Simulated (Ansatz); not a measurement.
CoSi:
```xyz
8
Lattice="4.3826 0.0000 0.0000 0.0000 4.3826 0.0000 0.0000 0.0000 4.3826" Properties=species:S:1:pos:R:3 pbc="T T T"
Co     3.7441     2.8298     1.5528
Co     2.8298     1.5528     3.7441
Co     1.5528     3.7441     2.8298
Co     0.6385     0.6385     0.6385
Si     0.6854     1.5059     2.8767
Si     1.5059     2.8767     0.6854
Si     2.8767     0.6854     1.5059
Si     3.6972     3.6972     3.6972
```

Relaxed with r²SCAN. Special points in fractions of this cell's reciprocal vectors: Γ (0.000, 0.000, 0.000); X (0.000, 0.500, 0.000); M (0.500, 0.500, 0.000); R (0.500, 0.500, 0.500); X1 (0.500, 0.000, 0.000).

Task: List the band energies nearest the Fermi level at these points for DFT-r²SCAN in the program Ansatz with PAW potentials.

Result: In eV from the Fermi level; about four levels below and three above (degenerate sets whole), none deeper than 8.9 eV; points with the same levels are listed once.

| k | below | above |
|---|---|---|
| Γ | -1.02 -1.02 -1.02 -0.87 -0.87 | 0.01 0.01 0.01 |
| X | -0.72 -0.72 -0.51 -0.51 | 1.10 1.10 1.73 1.73 |
| M | -1.11 -1.11 -0.04 -0.04 | 0.69 0.69 2.30 2.30 |
| R | -0.20 -0.20 -0.20 -0.20 | 6.07 6.07 6.07 6.07 |

Space group P2_13. The cell was relaxed with r²SCAN under the symmetry of its start. No spin polarisation was allowed.

Potentials: the earlier of the program's two PAW sets. The files were generated under PBE; for other functionals the program regenerates the frozen cores, and for LDA and PBEsol the local potential too.
